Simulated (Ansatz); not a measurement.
NbTe₂:
```xyz
9
Lattice="7.4202 1.8411 0.0000 -7.4202 1.8411 0.0000 -3.3938 0.0000 8.8697" Properties=species:S:1:pos:R:3 pbc="T T T"
Nb     0.0000     0.0000     0.0000
Nb     1.0665     1.8411     2.5663
Nb    -4.4602     1.8411     6.3035
Te     2.1446     1.8411     0.1209
Te    -5.5384     1.8411     8.7489
Te    -4.3373     1.8411     3.3854
Te     0.9435     1.8411     5.4843
Te     4.9916     1.8411     6.1563
Te    -8.3853     1.8411     2.7135
```

Relaxed with r²SCAN+D4. Special points in fractions of this cell's reciprocal vectors: Γ (0.000, 0.000, 0.000); C (0.268, 0.268, 0.000); C2 (-0.268, 0.732, 0.000); Y2 (-0.500, 0.500, 0.000); M2 (-0.500, 0.500, 0.500); D (-0.258, 0.742, 0.500); D2 (0.258, 0.258, 0.500); A (0.000, 0.000, 0.500); L2 (0.000, 0.500, 0.500); V2 (0.000, 0.500, 0.000).

Q: List the band energies nearest the Fermi level at these points for plane-wave PAW r²SCAN+D4 with spin–orbit coupling (Ansatz code).

A: In eV from the Fermi level; about four levels below and three above (degenerate sets whole), none deeper than 8.9 eV; points with the same levels are listed once.

```csv
k,below,above
Γ,-0.50 -0.50 -0.23 -0.23,0.19 0.19 0.37 0.37
C,-1.07 -1.07 -0.57 -0.57,1.29 1.29 1.52 1.52
Y2,-0.34 -0.34 -0.15 -0.15,0.16 0.16 0.49 0.49
M2,-0.53 -0.53 -0.52 -0.52,0.17 0.17 0.32 0.32
D,-0.84 -0.84 -0.79 -0.79,1.06 1.06 1.37 1.37
A,-0.40 -0.40 -0.11 -0.11,0.13 0.13 0.30 0.30
L2,-0.92 -0.92 -0.65 -0.65,0.85 0.85 1.54 1.54
V2,-0.98 -0.98 -0.70 -0.70,1.32 1.32 1.64 1.64
```

Space group C2/m. The workflow started from a Materials Project entry (that database holds measured and hypothetical structures alike); the Crystallography Open Database files this formula in space group No. 12, but the cells were not matched. Its standing as an ambient phase is unchecked. The r²SCAN+D4 relaxation kept the symmetry of its start; its stability against distortions is not shown here. The run is not spin-polarised. With an odd number of electrons in the cell and no spin polarisation, the count alone makes it a metal.

Potentials: the later of the program's two PAW sets.
